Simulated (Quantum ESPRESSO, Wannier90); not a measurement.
**SnSe2 (CdI2 type), plane waves to Wannier functions**

```
SnSe2
1.0
    3.84190     0.00000     0.00000
   -1.92095     3.32718     0.00000
    0.00000     0.00000     6.48588
Sn Se
1 2
Cartesian
  0.00000   0.00000   0.00000
 -1.92095   1.10906  -1.57542
  1.92095  -1.10906   1.57542
```

Cell from Materials Project (mp-665), symmetrised, no further relaxation. COD (Crystallography Open Database) has the formula in 2 space groups, this one among them (matched by group alone). Method: PBEsol plane waves in Quantum ESPRESSO 7.5 (PseudoDojo norm-conserving files, 69 Ry, no spin polarisation, no spin-orbit coupling), Bloch states on a 6×6×4 mesh through Γ, Wannier90 4.0.1. Density: 12×12×6 mesh, Gaussian smearing 0.01 Ry. The cell is built of weakly bound layers, chains or molecules, whose nearest atoms lie 4.01 Å apart. Database cells relaxed without dispersion often hold them too far apart, which can enlarge gaps and weakens couplings between them; spacing and stacking were not compared with the measured crystal. Spin-orbit coupling is left out although heavy elements are present.

Functional, cutoff and mesh named above are those of the base row (1); the first column says what each row takes instead. Model: 8 functions from bands 16-23, start SCDM (isolated) (the valence bands). Energies are relative to the valence-band maximum; the misfit is to pw.x on a path, for all bands of the set. The lattice is scaled uniformly, fractional positions fixed. Ω_total can sit in another minimum from row to row; Ω_I of an isolated set cannot.

| scale | Ω_I (Å²) | Ω_total (Å²) | rms misfit (meV) | gap (eV) | bottom of band 16 (eV) |
|---|---|---|---|---|---|
| 0.95 | 13.09 | 14.72 | 14 | 0.81 | -14.85 |
| 0.975 | 13.56 | 15.22 | 13 | 0.73 | -14.20 |
| 1 | 14.08 | 15.79 | 13 | 0.65 | -13.64 |
| 1.025 | 14.64 | 16.43 | 12 | 0.55 | -13.15 |
| 1.05 | 15.25 | 17.16 | 11 | 0.46 | -12.74 |
